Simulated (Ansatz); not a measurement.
# Calculated with Ansatz: MnGeF$_{3}$, settings compared

Run with:

```bash
ansatz run input.yaml --threads 1 --pin off --max-ram 2560MiB --backend cpu --events-out ev --progress --plain --runs-dir out
```

input.yaml:

```yaml
crystal:
  lattice:
    - [5.360799, 0.0, 0.0]
    - [-2.680399, 4.642594, 0.0]
    - [-2.680399, 1.547531, 5.104101]
  atoms:
    - { symbol: Mn, position: [0.36388, 0.63612, 0.09164] }
    - { symbol: Mn, position: [0.63612, 0.36388, 0.90836] }
    - { symbol: Ge, position: [0.15687, 0.84313, 0.47061] }
    - { symbol: Ge, position: [0.84313, 0.15687, 0.52939] }
    - { symbol: F, position: [0.5599, 0.796, 0.7221] }
    - { symbol: F, position: [0.204, 0.0418, 0.7221] }
    - { symbol: F, position: [0.9582, 0.4401, 0.7221] }
    - { symbol: F, position: [0.4401, 0.204, 0.2779] }
    - { symbol: F, position: [0.796, 0.9582, 0.2779] }
    - { symbol: F, position: [0.0418, 0.5599, 0.2779] }
  symmetry: { tolerance: 0.0003 }
kpoints:
  mp_grid: { grid: [4, 4, 4], shift: [0, 0, 0] }
magnetization:
  spin_polarized: false
scf:
  occupations: { method: fermi_dirac }
hamiltonian:
  pseudopotentials: { kind: paw }
  xc: pbe
basis:
  ecutwfc: 420
output:
  forces: true
  stress: true
  eigenvalues: true
  write_density: true
  write_potential: true
  elf: true
  volumetric_format: npy
```

Origin of the cell: a known structure type with other elements, at an estimated volume, so it need not be a known compound.

The smearing width isn't typed, so it takes its default of 0.1 eV.

Output of this run (shortened):

```
SCF iter   1: F=—  HF=-21226.586918 eV  Δρ=6.42e-3  dr2=2.76e-2
SCF iter   2: F=—  HF=-21226.595170 eV  Δρ=1.19e-2  dr2=5.19e-2  defer=1
SCF iter   3: F=—  HF=-21226.592469 eV  Δρ=1.03e-2  dr2=3.84e-2  defer=1
SCF iter   4: F=—  HF=-21226.586616 eV  Δρ=4.25e-3  dr2=6.47e-3  defer=1
SCF iter   5: F=—  HF=-21226.585426 eV  Δρ=8.88e-4  dr2=2.85e-4  defer=1
SCF iter   6: F=—  HF=-21226.585378 eV  Δρ=9.96e-5  dr2=4.86e-6  defer=1
SCF iter   7: F=—  HF=-21226.585361 eV  Δρ=1.22e-5  dr2=1.08e-7  defer=1
SCF iter   8: F=-21226.585361 eV  HF=-21226.585361 eV  Δρ=4.71e-6  dr2=2.16e-8
SCF 1 converged in 8 iterations: F = -21226.585361 eV  dr2 = 2.16e-8
SCF converged after 8 iterations
Free energy (F): -21226.585361 eV
Harris-Foulkes:  -21226.585361 eV  (|F-HF|=1.83e-8)
Internal energy: -21226.027514 eV  (E = F + TS)
E sigma→0 (E₀):  -21226.306437 eV
Entropy (-TS):   -0.557847 eV (-55.785 meV/atom)
Fermi energy:    10.164185 eV
--- Per-component energies (eV) ---
  E_band       = -1032.415657
  E_kinetic    = 2088.780140
  E_local      = -12612.750753  (includes V_loc(G=0)·N_el)
  E_nonlocal   = 1775.129942
  E_hartree    = 5182.662985
  E_xc         = -854.124835
  E_vxc        = -1028.783364  (∫ρ·V_xc dr)
  E_paw        = -7844.272893  (= ΣΔE_a)
  E_vpaw       = -1620.131985  (= ΣTr[D̂ρ^β])
  E_aug_tail   = 0.012820  (compensation charges beyond the density's cutoff)
  E_ewald      = -8961.464921
  E_smearing   = -0.557847  (= −TS)
  Σ components = -21226.585361   (vs F -21226.585361, Δ=0.00e0)
--- Forces (eV/Å), atoms counted from 1 ---
  atom   1  Mn    -0.000000     0.000000    -0.586592
  atom   2  Mn     0.000000    -0.000000     0.586592
  atom   3  Ge    -0.000000     0.000000    -0.184250
[… 2 lines left out …]
  atom   6  F      1.201760     1.206551     2.459020
  atom   7  F     -1.645784     0.437479     2.459020
  atom   8  F     -0.444024     1.644030    -2.459020
  atom   9  F     -1.201760    -1.206551    -2.459020
  atom  10  F      1.645784    -0.437479    -2.459020
  max |Σ_I F_I| component: 4.44e-16 eV/Å
--- Stress (GPa, compression-positive) ---
       22.125170      -0.000004      -0.000000
        0.000004      22.125170       0.000000
       -0.000000       0.000000      20.419493
  P = ⅓ Tr σ = 21.5566 GPa (215.566 kbar)
```

The same input was run again with these changes:

1. `scf.mixing.algorithm` default → broyden; `scf.mixing.beta` default → 0.7; `scf.mixing.ndim` default → 16; `scf.occupations.method` fermi_dirac → cold; `scf.occupations.width` default → 0.3
2. `basis.ecutwfc` 420 → "300 eV"; `scf.convergence.dr2_threshold` default → 1.0e-09
3. `hamiltonian.xc` pbe → pbesol; `scf.occupations.width` default → 0.001
4. `scf.max_iter` default → 2

```csv
run,end,SCF iterations,P (GPa),max force component (eV/Å),moment (μB),ΔE(σ→0) (meV/atom)
base,converged,8,21.56,2.459,–,0
1,converged,9,21.11,2.463,–,0.86
2,converged,11,20.88,2.406,–,427.67
3,converged,12,15.47,2.297,–,–
4,SCF not converged,2,–,–,–,–
```

Energies are compared only where functional, datasets, charge and starting cell are the same.

Not properties of the system: run 1 (too coarse or loose: `scf.occupations.width` = 0.3), run 2 (too coarse or loose: `basis.ecutwfc` = "300 eV").

Caveats of the base run: no spin polarisation, so a magnetic state may lie lower; the k mesh is coarse if the cell is a metal.

Run 1: wide smearing.
Run 2: the cutoff lies below the datasets' advice.

Time of the base run: 19 s of wall time on 1 CPU thread(s) of a shared host, from the program's own first density.
